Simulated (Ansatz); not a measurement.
NiI$_{2}$:
```cif
data_I6Ni3
_chemical_formula_sum 'Ni3 I6'
_space_group_name_H-M_alt 'R-3m :H'
_space_group_IT_number 166
_space_group_name_Hall '-R 3 2"'
_cell_length_a 3.86960
_cell_length_b 3.86960
_cell_length_c 19.83964
_cell_angle_alpha 90.000
_cell_angle_beta 90.000
_cell_angle_gamma 120.000
loop_
_atom_site_label
_atom_site_type_symbol
_atom_site_symmetry_multiplicity
_atom_site_Wyckoff_symbol
_atom_site_fract_x
_atom_site_fract_y
_atom_site_fract_z
_atom_site_occupancy
Ni1 Ni 3 a 0.00000 0.00000 0.00000 1
I1 I 6 c 0.00000 0.00000 0.25868 1
```
(The calculation used a cell of 3 atoms; values per cell refer to that cell.)
The run is spin-polarised, in the one order tried: ferromagnetic.

Relaxed at zero pressure with PBEsol in the plane-wave PAW code Ansatz.

### Question
The volume is lowered by 6 % and shape and atoms relax at that volume. What pressure results, and how do the axes share the change?

### Answer
1.0 GPa; a -0.9 %, b -0.9 %, c -4.3 %; the energy rises by 5 meV/atom.

### Question
Give the new structure.

### Answer

Space group R-3m, hexagonal axes (No. 166); a = 3.836 Å, b = 3.836 Å, c = 18.981 Å, α = 90.00°, β = 90.00°, γ = 120.00°

```tsv
atom	site	symmetry	x	y	z
Ni	3a	-3m	0.0000	0.0000	0.0000
I	6c	3m	0.0000	0.0000	0.2552
```

The phase is kept; no other phase was compared at this pressure.

The workflow started from a Materials Project entry (that database holds measured and hypothetical structures alike); the Crystallography Open Database files this formula in space group No. 166, but the cells were not matched. Its standing as an ambient phase is unchecked. The PBEsol relaxation kept the symmetry of its start; its stability against distortions is not shown here. Magnetic state: ferromagnetic, the only order run, not a proven ground state. The cell computed holds one magnetic atom, so no antiferromagnetic order was within reach. No Hubbard U is applied. A crystal of weakly bound layers computed without a dispersion correction: the cell and the soft elastic constants depend strongly on that. Scalar-relativistic: spin–orbit coupling is off unless named, which matters more the heavier the elements.

Potentials: the earlier of the program's two PAW sets. The files were generated under PBE; for other functionals the program regenerates the frozen cores, and for LDA and PBEsol the local potential too.
